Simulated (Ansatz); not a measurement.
Crystals of one structure type (rock salt) and one family of elements, relaxed and computed with plane-wave PAW LDA (Ansatz code).

| crystal | gap (eV) | ε∞ |
|---|---|---|
| BaO | 1.68 | 4.28 |
| CaSe | 1.71 | 6.02 |
| BaS | 1.91 | 5.13 |
| CaS | 1.97 | 5.40 |
| SrO | 3.12 | 3.87 |
| CaO | 3.45 | ? |
| MgO | 5.03 | 3.18 |

Task: Fit a straight line to ln ε∞ against ln E_g and predict the withheld value.

Result: Least squares on the 6 shown rows: ln ε∞ = -0.47 × ln E_g + (1.916), with a scatter of 11 %. For CaO this gives 3.80. The run itself gave 3.88, within the scatter.

All cells were relaxed under the symmetry of their starts (and spin orders); stability against distortions was not tested throughout. Scalar-relativistic: spin–orbit coupling is off unless named, which matters more the heavier the elements.

Potentials: the later of the program's two PAW sets.
